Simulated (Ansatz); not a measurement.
Relaxed-ion elastic tensor of MgS (rock salt, Fm-3m) in GPa (Voigt order), plane-wave PAW PBEsol (Ansatz code); density 2.69 g/cm³, 17.39 Å³ per atom.

```
 153  40.9  40.9   0.0   0.0   0.0
40.9   153  40.9   0.0   0.0   0.0
40.9  40.9   153   0.0   0.0   0.0
 0.0   0.0   0.0  54.2   0.0   0.0
 0.0   0.0   0.0   0.0  54.2   0.0
 0.0   0.0   0.0   0.0   0.0  54.2
```

Problem. Is the crystal mechanically stable?

Solution. Yes: the smallest eigenvalue of C is 54.2 GPa.

Problem. Work out the Voigt, Reuss and Hill averages.

Solution. K_V = 78.1, K_R = 78.1, K_H = 78.1; G_V = 54.8, G_R = 54.8, G_H = 54.8 GPa.

Problem. Give Young's modulus, Poisson's ratio, Pugh's ratio and the universal anisotropy index.

Solution. E = 9KG/(3K + G) = 133 GPa; ν = 0.22; K/G = 1.43 (brittle by the Pugh limit of 1.75); A_U = 5G_V/G_R + K_V/K_R − 6 = 0.00.

Problem. Estimate the sound speeds and the Debye temperature.

Solution. v_l = √((K + 4G/3)/ρ) = 7500 m/s, v_t = √(G/ρ) = 4510 m/s, mean 4990 m/s; Θ = (h/k)(3n/4πV)^(1/3) v_m = 574 K.

Problem. Give the Zener ratio and Young's modulus along [100], [110] and [111].

Solution. A = 2C44/(C11 − C12) = 0.97; 1/E = S11 − 2(S11 − S12 − S44/2)Γ with Γ = 0, 1/4, 1/3 gives 135, 133, 132 GPa.

Problem. Solve the Christoffel equation for the three sound speeds along [100], [110], [111].

Solution. Eigenvalues of C_ijkl n_j n_l equal ρv². In km/s, slowest first: [100] 4.49, 4.49, 7.53; [110] 4.49, 4.56, 7.49; [111] 4.53, 4.53, 7.48.

The PBEsol relaxation kept the symmetry of its start; phonons on a q-mesh show no instability.

Potentials: the later of the program's two PAW sets.
